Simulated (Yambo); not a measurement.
One stored BSE kernel of dimension 1440 for SiC (2H, space group P6_3mc, No. 186) (Yambo, PBEsol bands; 6×6×4 mesh, 5 valence and 2 conduction bands, static screening with 23 bands and a 4 Ry block, scissor 1.02 eV, Tamm-Dancoff; broadening 0.15 eV; field along x), solved in several ways.

```
solver                      iterations  largest change of Im ε (% of its maximum)              rough time
--------------------------  ----------  -----------------------------------------  ----------------------
Haydock, threshold 2 %               5                                        120  within a factor of two
Haydock, threshold 0.5 %             8                                         56  within a factor of two
Haydock, threshold 0.1 %            31                                        6.1  within a factor of two
Haydock, threshold 0.005 %          66                                        0.2                       1
SLEPc, lowest 10 states              –                           no full spectrum  within a factor of two
SLEPc, lowest 60 states              –                           no full spectrum  within a factor of two
full diagonalisation                 –                                  reference                about 8×
```

Haydock gives the spectrum without eigenstates, SLEPc the lowest states alone, full diagonalisation everything at a cost that grows as the cube of the dimension. Times include reading the kernel. Times are rough ratios from shared machines. Mesh and scissor weren't tested; the rows compare only with each other.

Geometry relaxed with PBEsol; primitive cell a = b = 3.0762 Å, c = 5.0482 Å, α = β = 90.00°, γ = 120.00°.
